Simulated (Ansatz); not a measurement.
KTaO3:
```
KTaO3
1.0
    3.99013     0.00000     0.00000
    0.00000     3.99013     0.00000
    0.00000     0.00000     3.99013
K Ta O
1 1 3
Direct
  0.00000   0.00000   0.00000
  0.50000   0.50000   0.50000
  0.00000   0.50000   0.50000
  0.50000   0.50000   0.00000
  0.50000   0.00000   0.50000
```

Cartesian axes are those of the cell as given.

Q: Give the high-frequency dielectric tensor and the Born effective charge tensors of the independent atoms from DFPT, DFT-r²SCAN in the program Ansatz with PAW potentials.

A: 
ε∞:
```
4.91  0.00  0.00
0.00  4.91  0.00
0.00  0.00  4.91
```
Z* of atom 1 (K), rows: field, columns: displacement, in e:
```
1.13  0.00  0.00
0.00  1.13  0.00
0.00  0.00  1.13
```
Z* of atom 2 (Ta), rows: field, columns: displacement, in e:
```
8.56  0.00  0.00
0.00  8.56  0.00
0.00  0.00  8.56
```
Z* of atom 3 (O), rows: field, columns: displacement, in e:
```
-6.39   0.00   0.00
 0.00  -1.65   0.00
 0.00   0.00  -1.65
```

Static charges for comparison (Bader): K1 +0.84, Ta2 +3.04, O3 -1.29 e. Born charges measure polarisation by displacement and can exceed these by far.

Space group Pm-3m (cubic perovskite). Symmetry was held in the r²SCAN relaxation; phonons show weakly imaginary modes. No spin polarisation was allowed. Spin–orbit coupling is left out wherever it is not named.

Potentials: the later of the program's two PAW sets.
